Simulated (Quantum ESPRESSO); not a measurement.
## Band energies of SnS2

```
CELL_PARAMETERS angstrom
      3.67585     0.00000     0.00000
     -1.83792     3.18338     0.00000
      0.00000     0.00000    12.33895
ATOMIC_POSITIONS crystal
  S  0.66667 0.33333 0.74340
  S  0.33333 0.66667 0.24340
  S  0.00000 0.00000 0.00659
  S  0.00000 0.00000 0.50659
  Sn 0.33333 0.66667 0.62501
  Sn 0.66667 0.33333 0.12501
```

PBEsol (pw.x of Quantum ESPRESSO, ONCV potentials, with spin-orbit coupling); path ΓMKΓALHA,LM,KH; energies in eV from the valence-band maximum.

```
k (1/Å)  point  band 52  band 53  band 54  band 55  band 56  band 57  band 58  band 59
-------  -----  -------  -------  -------  -------  -------  -------  -------  -------
0.00         Γ    -0.05     1.91     1.91     2.89     2.89     3.54     3.54     3.62
0.20              -0.02     2.49     2.49     3.02     3.02     4.08     4.09     4.14
0.59              -0.09     2.05     2.05     2.30     2.31     4.61     4.61     5.04
0.99         M    -0.21     1.33     1.33     1.62     1.62     4.46     4.46     4.74
1.37              -0.36     2.51     2.51     2.57     2.57     5.59     5.60     5.62
1.56         K    -0.33     2.68     2.69     2.69     2.69     5.53     5.53     5.79
1.75              -0.34     2.60     2.61     2.73     2.74     5.32     5.32     5.95
2.13              -0.01     2.71     2.71     2.91     2.91     5.29     5.30     5.47
2.51              -0.04     2.46     2.46     3.02     3.03     4.05     4.06     4.14
2.70         Γ    -0.05     1.91     1.91     2.89     2.89     3.54     3.54     3.62
2.70         A    -0.16     2.49     2.49     2.49     2.49     3.58     3.58     3.58
3.03              -0.07     2.86     2.86     2.87     2.87     4.53     4.53     4.53
3.19              -0.13     2.48     2.48     2.48     2.48     4.81     4.81     4.81
3.52              -0.29     1.66     1.66     1.66     1.66     4.63     4.63     4.63
3.68         L    -0.32     1.54     1.54     1.54     1.54     4.56     4.56     4.56
3.87              -0.42     1.98     1.98     1.98     1.98     5.09     5.09     5.13
4.25         H    -0.67     2.62     2.62     2.62     2.62     5.98     5.98     6.03
4.54              -0.27     2.67     2.67     2.67     2.67     5.50     5.50     5.66
4.82              -0.17     2.81     2.81     2.82     2.82     5.22     5.22     5.40
5.11              -0.19     2.93     2.93     2.94     2.94     4.48     4.48     4.51
5.39         A    -0.16     2.49     2.49     2.49     2.49     3.58     3.58     3.58
5.39         L    -0.32     1.54     1.54     1.54     1.54     4.56     4.56     4.56
5.65         M    -0.21     1.33     1.33     1.62     1.62     4.46     4.46     4.74
5.65         K    -0.33     2.68     2.69     2.69     2.69     5.53     5.53     5.79
5.90         H    -0.67     2.62     2.62     2.62     2.62     5.98     5.98     6.03
```

The PBEsol gap is indirect, 1.33 eV, from 67 % of the way from K to Γ to M; the smallest direct gap is 1.54 eV. Another valence extremum on the path lies within 0.02 eV, too close to call.

Geometry of the Materials Project entry, not relaxed at this level.

This is not the ordinary phase of the substance; no match was found in the copy of COD used, and its stability was not checked.

The distance between layers or molecules is the database entry's, not relaxed here. Functionals without dispersion can leave it too large, which widens gaps and weakens the response across layers: the numbers belong to this cell.
